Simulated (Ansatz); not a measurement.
Structure: HfSnO4 on the sites of the rutile structure (relaxed group P-42_1m), at its r2SCAN minimum. The symmetry is P-42_1m (No. 113, tetragonal); conventional cell a = 4.799 Å, c = 6.437 Å, 12.35 Å³ an atom. Sn is surrounded by 6 O at 2.06–2.08 Å; O is surrounded by 2 Sn at 2.06–2.08 Å and 1 Hf at 2.09 Å; Hf is surrounded by 6 O at 2.08–2.09 Å; O is surrounded by 1 Sn at 2.08 Å and 2 Hf at 2.08–2.09 Å.

```cif
data_structure
_symmetry_space_group_name_H-M 'P 1'
_symmetry_Int_Tables_number 1
_cell_length_a 4.7991
_cell_length_b 4.7991
_cell_length_c 6.4374
_cell_angle_alpha 90.000
_cell_angle_beta 90.000
_cell_angle_gamma 90.000
_cell_volume 148.26
loop_
_atom_site_label
_atom_site_type_symbol
_atom_site_fract_x
_atom_site_fract_y
_atom_site_fract_z
_atom_site_occupancy
Sn1 Sn 0.00000 0.50000 0.12307 1
Sn2 Sn 0.50000 0.00000 0.87693 1
O1 O 0.69661 0.80339 0.12455 1
O2 O 0.30339 0.19661 0.12455 1
O3 O 0.80339 0.30339 0.87545 1
O4 O 0.19661 0.69661 0.87545 1
Hf1 Hf 0.00000 0.50000 0.62479 1
Hf2 Hf 0.50000 0.00000 0.37521 1
O5 O 0.69379 0.80621 0.62740 1
O6 O 0.30621 0.19379 0.62740 1
O7 O 0.80621 0.30621 0.37260 1
O8 O 0.19379 0.69379 0.37260 1
```

The questions ask for values computed with the plane-wave code Ansatz on this geometry. Note: simulated data, non-magnetic, for a generated structure that need not be the stable one.

Q: What gap does PBE give, and where are the band edges?

A: PBE gives a direct gap of 2.71 eV at Γ.

Q: How does the gap change from PBE to PBE+SOC (6×6×4)?

A: PBE+SOC gives a direct gap of 2.72 eV at Γ. The gap differs by +0.01 eV from PBE's.

Q: Estimate the gap with r2SCAN on 6×6×4.

A: With r2SCAN the gap is 3.35 eV and direct, at Γ. The gap differs by +0.64 eV from PBE's.

Only the levels marked +SOC include spin-orbit coupling.

Set aside, since their points miss a band edge that the other levels read or their mesh is too coarse: HSE06, PBE0.
